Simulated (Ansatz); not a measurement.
LiF:
Space group F-43m (No. 216); a = 4.2903 Å, b = 4.2903 Å, c = 4.2903 Å, α = 90.00°, β = 90.00°, γ = 90.00°

```tsv
atom	site	symmetry	x	y	z
F	4d	-43m	0.7500	0.7500	0.7500
Li	4a	-43m	0.0000	0.0000	0.0000
```
(The calculation used a cell of 2 atoms; values per cell refer to that cell.)

Relaxed with r²SCAN. r²SCAN in the plane-wave PAW code Ansatz gives a gap of 8.66 eV.

What gap does HSE06 give on the same cell (Ansatz, PAW)?

10.11 eV, 1.45 eV more. The hybrid was solved on a coarser mesh and at special points; its gap is the smallest among all of these.

```
k  v1 r²SCAN  c1 r²SCAN  v1 HSE06  c1 HSE06
-  ---------  ---------  --------  --------
Γ       0.00       8.66      0.00     10.11
X      -0.79      11.39       [?]       [?]
L      -0.26      12.86       [?]       [?]
W      -0.77      12.90       [?]       [?]
K      -0.62      12.59       [?]       [?]
```

Top valence (v1) and lowest conduction level (c1) in eV from each method's valence maximum (which need not be a listed point): supply the withheld HSE06 values.


- W, v1 HSE06: -0.82
- W, c1 HSE06: 14.37
- L, v1 HSE06: -0.27
- L, c1 HSE06: 14.30
- X, v1 HSE06: -0.84
- X, c1 HSE06: 12.82
- K, v1 HSE06: -0.65
- K, c1 HSE06: 14.05

Cost on shared cores: the r²SCAN run (SCF on a 11×11×11 mesh, then bands and DOS) very roughly 13 core-seconds, the HSE06 run (SCF on 8×8×8, then a few points) very roughly 60 core-seconds; the tasks are unlike.

The start of the workflow was typed in or built on a structure type; neither database checked (COD, Materials Project) lists it. It is not the phase usual at ambient conditions (space group No. 225). Symmetry was held in the r²SCAN relaxation; whether a distortion lowers the energy is not shown.

Potentials: the later of the program's two PAW sets.
